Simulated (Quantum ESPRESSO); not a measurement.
## Calculated data, Si$_{3}$Ge$_{3}$BN (made-up cell), AlIn$_{2}$GaP$_{4}$ (made-up cell)

Computed with Quantum ESPRESSO 7.5. Calculation on a made-up crystal cell, not a measurement: periodic Kohn-Sham density functional theory in plane waves with PseudoDojo standard norm-conserving scalar-relativistic pseudopotentials, each functional with its own files (v0.5 for PBE, v0.4.1 for LDA and PBEsol), no spin polarisation, no spin-orbit coupling, atoms not relaxed, stress positive in tension, energies less a fixed whole-eV offset for each atom's element; levels are Kohn-Sham levels at fractions of this cell's reciprocal vectors, counted from the reference band (half the neutral cell's valence electrons, rounded up) at Gamma; error bars cover cutoff and k-mesh only, not smearing or the files; added strain carries the atoms with the cell, and shear is the tensor component; each bar is the largest change over components, and at least 0.002 eV, 0.002 eV per angstrom or 0.02 GPa; energies are for the whole cell, and the offsets were chosen from early runs and are not element reference energies.

Settings shared by all entries: lattice type zincblende/diamond; functional pbe; scf tolerance 1e-07 eV; electrons removed 0.

(1) Si$_{3}$Ge$_{3}$BN (made-up cell)

Unstrained structure:
```
CELL_PARAMETERS angstrom
5.63390 -0.04690 0.05870
-0.04690 5.62140 -0.01560
0.05870 -0.01560 5.74500
ATOMIC_POSITIONS crystal
Ge 0.00530 0.00085 0.00139
N 0.00414 0.49953 0.50579
B 0.49827 0.00429 0.50274
Ge 0.49936 0.50472 0.01228
Si 0.25451 0.24479 0.24654
Ge 0.24746 0.75718 0.74545
Si 0.74948 0.24449 0.75294
Si 0.75353 0.75241 0.24642
```

| Property | Result |
| --- | --- |
| cutoff | 1143 eV |
| fermi dirac smearing | 0.1 eV |
| added strain kind | zz |
| added strain | 0.0085 |
| k mesh | 6 x 6 x 6, shifted by half a step |
| structure shown | before the added strain of 0.0085 |
| free energy less offsets | 3.928 eV |
| smearing term minus ts | -0.06444 eV |
| scf iterations | 12 |
| pressure | -12.59 GPa |
| stress xx | 11.88 GPa |
| stress yy | 11.72 GPa |
| stress zz | 14.18 GPa |
| stress yz | -0.4223 GPa |
| stress xz | 1.112 GPa |
| stress xy | -0.5988 GPa |
| fermi level | -0.07126 eV |
| reference band | 31 |
| error bar energy | 0.002 eV |
| error bar stress | 0.02175 GPa |
| error bar force | 0.009418 eV/Å |
| error bar next band up | 0.002 eV |
| error bar fermi level | 0.0133 eV |
| error bars from | tighter rerun of a related cell |

Atoms:
```csv
atoms element,atom site,atom energy offset (eV)
Ge,1,-2430
N,2,-283
B,3,-79
Ge,4,-2430
Si,5,-115
Ge,6,-2430
Si,7,-115
Si,8,-115
```

Forces:
```csv
site,x (eV/Å),y (eV/Å),z (eV/Å)
1,-0.5749,0.4247,0.105
2,-0.2025,-0.2488,-0.04595
3,0.2663,0.05142,-0.2262
4,0.2346,-0.1484,-0.6027
5,0.337,-0.2501,2.473
6,0.8357,-0.2681,-2.096
7,-0.3939,0.03243,-1.929
8,-0.5024,0.4069,2.321
```

Levels:
```csv
level k point,next band up (eV)
Gamma,0.1261
"(1/2,1/2,1/2)",-0.1916
"(0.15,0,0)",0.06089
"(0,0.15,0)",0.0263
"(0,0,0.15)",-0.03429
```

(2) Si$_{3}$Ge$_{3}$BN (made-up cell)

Structure as in entry 1.

| Property | Result |
| --- | --- |
| cutoff | 1143 eV |
| fermi dirac smearing | 0.1 eV |
| added strain kind | zz |
| added strain | 0.0116 |
| k mesh | 6 x 6 x 6, shifted by half a step |
| structure shown | before the added strain of 0.0116 |
| free energy less offsets | 3.978 eV |
| smearing term minus ts | -0.06482 eV |
| scf iterations | 12 |
| pressure | -12.65 GPa |
| stress xx | 11.86 GPa |
| stress yy | 11.7 GPa |
| stress zz | 14.39 GPa |
| stress yz | -0.4172 GPa |
| stress xz | 1.101 GPa |
| stress xy | -0.5871 GPa |
| fermi level | -0.06629 eV |
| reference band | 31 |
| error bar energy | 0.002 eV |
| error bar stress | 0.02175 GPa |
| error bar force | 0.009418 eV/Å |
| error bar next band up | 0.002 eV |
| error bar fermi level | 0.0133 eV |
| error bars from | tighter rerun of a related cell |

Atoms:
```csv
atoms element,atom site,atom energy offset (eV)
Ge,1,-2430
N,2,-283
B,3,-79
Ge,4,-2430
Si,5,-115
Ge,6,-2430
Si,7,-115
Si,8,-115
```

Forces:
```csv
site,x (eV/Å),y (eV/Å),z (eV/Å)
1,-0.5699,0.4196,0.1079
2,-0.2004,-0.2475,-0.04199
3,0.265,0.0491,-0.2223
4,0.2343,-0.1485,-0.5965
5,0.3351,-0.2491,2.452
6,0.8292,-0.2636,-2.084
7,-0.3915,0.03279,-1.916
8,-0.5017,0.4071,2.301
```

Levels:
```csv
level k point,next band up (eV)
Gamma,0.1332
"(1/2,1/2,1/2)",-0.1883
"(0.15,0,0)",0.06916
"(0,0.15,0)",0.03412
"(0,0,0.15)",-0.02995
```

(3) Si$_{3}$Ge$_{3}$BN (made-up cell)

Structure as in entry 1.

| Quantity | Value |
| --- | --- |
| cutoff | 1143 eV |
| fermi dirac smearing | 0.1 eV |
| added strain kind | zz |
| added strain | 0.0158 |
| k mesh | 6 x 6 x 6, shifted by half a step |
| structure shown | before the added strain of 0.0158 |
| free energy less offsets | 4.048 eV |
| smearing term minus ts | -0.06538 eV |
| scf iterations | 12 |
| pressure | -12.73 GPa |
| stress xx | 11.84 GPa |
| stress yy | 11.67 GPa |
| stress zz | 14.67 GPa |
| stress yz | -0.4089 GPa |
| stress xz | 1.086 GPa |
| stress xy | -0.572 GPa |
| fermi level | -0.05892 eV |
| reference band | 31 |
| error bar energy | 0.002 eV |
| error bar stress | 0.02175 GPa |
| error bar force | 0.009418 eV/Å |
| error bar next band up | 0.002 eV |
| error bar fermi level | 0.0133 eV |
| error bars from | tighter rerun of a related cell |

Atoms:
```csv
atoms element,atom site,atom energy offset (eV)
Ge,1,-2430
N,2,-283
B,3,-79
Ge,4,-2430
Si,5,-115
Ge,6,-2430
Si,7,-115
Si,8,-115
```

Forces:
```csv
site,x (eV/Å),y (eV/Å),z (eV/Å)
1,-0.5625,0.4122,0.111
2,-0.1977,-0.2453,-0.03667
3,0.2631,0.04607,-0.2176
4,0.2339,-0.1482,-0.5884
5,0.3324,-0.2476,2.424
6,0.8197,-0.2572,-2.066
7,-0.3885,0.03324,-1.9
8,-0.5005,0.4069,2.273
```

Levels:
```csv
level k point,next band up (eV)
Gamma,0.1441
"(1/2,1/2,1/2)",-0.183
"(0.15,0,0)",0.08095
"(0,0.15,0)",0.04531
"(0,0,0.15)",-0.02357
```

(4) Si$_{3}$Ge$_{3}$BN (made-up cell)

Structure as in entry 1.

| Item | Value |
| --- | --- |
| cutoff | 1143 eV |
| fermi dirac smearing | 0.1 eV |
| added strain kind | zz |
| added strain | 0.019 |
| k mesh | 6 x 6 x 6, shifted by half a step |
| structure shown | before the added strain of 0.019 |
| free energy less offsets | 4.102 eV |
| smearing term minus ts | -0.06583 eV |
| scf iterations | 12 |
| pressure | -12.78 GPa |
| stress xx | 11.81 GPa |
| stress yy | 11.65 GPa |
| stress zz | 14.87 GPa |
| stress yz | -0.4035 GPa |
| stress xz | 1.075 GPa |
| stress xy | -0.5608 GPa |
| fermi level | -0.05301 eV |
| reference band | 31 |
| error bar energy | 0.002 eV |
| error bar stress | 0.02175 GPa |
| error bar force | 0.009418 eV/Å |
| error bar next band up | 0.002 eV |
| error bar fermi level | 0.0133 eV |
| error bars from | tighter rerun of this cell |

Atoms:
```csv
atoms element,atom site,atom energy offset (eV)
Ge,1,-2430
N,2,-283
B,3,-79
Ge,4,-2430
Si,5,-115
Ge,6,-2430
Si,7,-115
Si,8,-115
```

Forces:
```csv
site,x (eV/Å),y (eV/Å),z (eV/Å)
1,-0.5573,0.4066,0.1126
2,-0.1956,-0.2437,-0.03262
3,0.2618,0.04367,-0.2139
4,0.2336,-0.148,-0.5814
5,0.3308,-0.2462,2.404
6,0.8123,-0.2524,-2.053
7,-0.3856,0.03345,-1.887
8,-0.5,0.4066,2.252
```

Levels:
```csv
level k point,next band up (eV)
Gamma,0.1529
"(1/2,1/2,1/2)",-0.1786
"(0.15,0,0)",0.09008
"(0,0.15,0)",0.05407
"(0,0,0.15)",-0.01843
```

(5) Si$_{3}$Ge$_{3}$BN (made-up cell)

Structure as in entry 1.

| Quantity | Value |
| --- | --- |
| cutoff | 1143 eV |
| fermi dirac smearing | 0.1 eV |
| added strain kind | zz |
| added strain | 0.0221 |
| k mesh | 6 x 6 x 6, shifted by half a step |
| structure shown | before the added strain of 0.0221 |
| free energy less offsets | 4.154 eV |
| smearing term minus ts | -0.06629 eV |
| scf iterations | 12 |
| pressure | -12.83 GPa |
| stress xx | 11.79 GPa |
| stress yy | 11.63 GPa |
| stress zz | 15.07 GPa |
| stress yz | -0.3976 GPa |
| stress xz | 1.065 GPa |
| stress xy | -0.5496 GPa |
| fermi level | -0.04719 eV |
| reference band | 31 |
| error bar energy | 0.002 eV |
| error bar stress | 0.02175 GPa |
| error bar force | 0.009418 eV/Å |
| error bar next band up | 0.002 eV |
| error bar fermi level | 0.0133 eV |
| error bars from | tighter rerun of a related cell |

Atoms:
```csv
atoms element,atom site,atom energy offset (eV)
Ge,1,-2430
N,2,-283
B,3,-79
Ge,4,-2430
Si,5,-115
Ge,6,-2430
Si,7,-115
Si,8,-115
```

Forces:
```csv
site,x (eV/Å),y (eV/Å),z (eV/Å)
1,-0.5522,0.4014,0.1148
2,-0.1937,-0.2423,-0.02878
3,0.2605,0.04148,-0.2108
4,0.2335,-0.1479,-0.5753
5,0.3288,-0.245,2.383
6,0.8053,-0.248,-2.04
7,-0.383,0.034,-1.875
8,-0.4992,0.4063,2.232
```

Levels:
```csv
level k point,next band up (eV)
Gamma,0.1618
"(1/2,1/2,1/2)",-0.1741
"(0.15,0,0)",0.09901
"(0,0.15,0)",0.06262
"(0,0,0.15)",-0.01314
```

(6) AlIn$_{2}$GaP$_{4}$ (made-up cell)

Unstrained structure:
```
CELL_PARAMETERS angstrom
5.92310 0.00300 -0.07330
0.00300 5.84000 0.07910
-0.07330 0.07910 5.81380
ATOMIC_POSITIONS crystal
Ga 0.00253 0.99708 0.00219
Al 0.00224 0.50254 0.50145
In 0.50448 0.00745 0.50318
In 0.50002 0.49507 0.00225
P 0.24996 0.25479 0.25007
P 0.25083 0.74878 0.75207
P 0.74936 0.25309 0.74229
P 0.74996 0.75498 0.25019
```

| Property | Result |
| --- | --- |
| cutoff | 1088 eV |
| fermi dirac smearing | 0.025 eV |
| added strain kind | shear xy |
| added strain | -0.0242 |
| k mesh | 4 x 4 x 4, shifted by half a step |
| structure shown | before the added strain of -0.0242 |
| free energy less offsets | -0.4708 eV |
| smearing term minus ts | 0 eV |
| scf iterations | 11 |
| pressure | -2.754 GPa |
| stress xx | 3.351 GPa |
| stress yy | 2.533 GPa |
| stress zz | 2.377 GPa |
| stress yz | 1.251 GPa |
| stress xz | -1.305 GPa |
| stress xy | -3.095 GPa |
| error bar energy | 0.007096 eV |
| error bar stress | 0.02 GPa |
| error bar force | 0.002 eV/Å |
| error bars from | tighter rerun of this cell |

Atoms:
```csv
atoms element,atom site,atom energy offset (eV)
Ga,1,-2080
Al,2,-64
In,3,-1808
In,4,-1808
P,5,-189
P,6,-189
P,7,-189
P,8,-189
```

Forces:
```csv
site,x (eV/Å),y (eV/Å),z (eV/Å)
1,-0.05627,0.133,-0.1526
2,-0.05157,0.1271,-0.1819
3,-0.319,-0.6219,-0.6485
4,0.4396,0.1745,-0.5544
5,-1.522,-0.2945,0.4351
6,-1.203,0.02416,-0.04002
7,1.57,0.5151,0.8062
8,1.142,-0.05747,0.3363
```

(7) AlIn$_{2}$GaP$_{4}$ (made-up cell)

Structure as in entry 6.

| Item | Value |
| --- | --- |
| cutoff | 1088 eV |
| fermi dirac smearing | 0.025 eV |
| added strain kind | shear xy |
| added strain | -0.0027 |
| k mesh | 4 x 4 x 4, shifted by half a step |
| structure shown | before the added strain of -0.0027 |
| free energy less offsets | -0.5675 eV |
| smearing term minus ts | 0 eV |
| scf iterations | 11 |
| pressure | -3.033 GPa |
| stress xx | 3.667 GPa |
| stress yy | 2.835 GPa |
| stress zz | 2.598 GPa |
| stress yz | 1.337 GPa |
| stress xz | -1.386 GPa |
| stress xy | -0.5873 GPa |
| error bar energy | 0.007096 eV |
| error bar stress | 0.02 GPa |
| error bar force | 0.002 eV/Å |
| error bars from | tighter rerun of a related cell |

Atoms:
```csv
atoms element,atom site,atom energy offset (eV)
Ga,1,-2080
Al,2,-64
In,3,-1808
In,4,-1808
P,5,-189
P,6,-189
P,7,-189
P,8,-189
```

Forces:
```csv
site,x (eV/Å),y (eV/Å),z (eV/Å)
1,-0.05994,0.1109,-0.1215
2,-0.03592,0.09708,-0.1144
3,-0.2161,-0.6025,-0.2444
4,0.4452,0.09863,-0.1491
5,-1.513,-0.1034,0.19
6,-1.246,0.1867,-0.2585
7,1.512,0.3622,0.5606
8,1.114,-0.1497,0.1373
```

(8) AlIn$_{2}$GaP$_{4}$ (made-up cell)

Structure as in entry 6.

| Quantity | Value |
| --- | --- |
| cutoff | 1088 eV |
| fermi dirac smearing | 0.025 eV |
| added strain kind | shear xy |
| added strain | 0.0081 |
| k mesh | 4 x 4 x 4, shifted by half a step |
| structure shown | before the added strain of 0.0081 |
| free energy less offsets | -0.5668 eV |
| smearing term minus ts | 0 eV |
| scf iterations | 11 |
| pressure | -3.052 GPa |
| stress xx | 3.683 GPa |
| stress yy | 2.853 GPa |
| stress zz | 2.619 GPa |
| stress yz | 1.384 GPa |
| stress xz | -1.429 GPa |
| stress xy | 0.6659 GPa |
| error bar energy | 0.007096 eV |
| error bar stress | 0.02 GPa |
| error bar force | 0.002 eV/Å |
| error bars from | tighter rerun of a related cell |

Atoms:
```csv
atoms element,atom site,atom energy offset (eV)
Ga,1,-2080
Al,2,-64
In,3,-1808
In,4,-1808
P,5,-189
P,6,-189
P,7,-189
P,8,-189
```

Forces:
```csv
site,x (eV/Å),y (eV/Å),z (eV/Å)
1,-0.0608,0.09999,-0.1067
2,-0.02579,0.08219,-0.08157
3,-0.1638,-0.5954,-0.044
4,0.4533,0.0579,0.0526
5,-1.517,-0.007094,0.06768
6,-1.275,0.2692,-0.368
7,1.487,0.2891,0.4426
8,1.102,-0.1959,0.03739
```
